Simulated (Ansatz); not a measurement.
Space group F-43m (No. 216). a = 7.720 Å, b = 7.720 Å, c = 7.720 Å, α = 90.00°, β = 90.00°, γ = 90.00°
```json
{"atom": "Ca", "site": "4a", "symmetry": "-43m", "x": "0.0000", "y": "0.0000", "z": "0.0000"}
{"atom": "Au", "site": "4c", "symmetry": "-43m", "x": "0.2500", "y": "0.2500", "z": "0.2500"}
{"atom": "Au", "site": "16e", "symmetry": ".3m", "x": "0.1247", "y": "0.3753", "z": "0.8753"}
```

Equation of state of this CaAu$_{5}$ structure (not necessarily the ground state), with shape and atoms relaxed at each volume where symmetry leaves them free. It has no gap at any of these volumes. The calculation used DFT PBEsol, scalar-relativistic, plane waves, PAW (Ansatz).

Cutoff 420 eV; k points 8×8×8 on the computed 6-atom cell (Γ-centred); Gaussian smearing, width 0.10 eV; no spin polarisation.

| V (Å³/atom) | E − E(largest V) (meV/atom) | P (GPa) |
| --- | --- | --- |
| 18.021 | 6.22 | 8.98 |
| 18.597 | -16.91 | 4.04 |
| 19.172 | -23.85 | -0.05 |
| 19.747 | -17.42 | -3.41 |
| 20.322 | 0.00 | -6.16 |

Fit a third-order Birch–Murnaghan equation to E(V).

V0 = 19.16 Å³/atom, B0 = 124 GPa, B0' = 5.4.

Spin-orbit coupling is left out, which matters for the bands of heavy elements.

Cost: 5 runs of about 5.1 core-minutes in all, on Arm Neoverse V1 (shared hosts).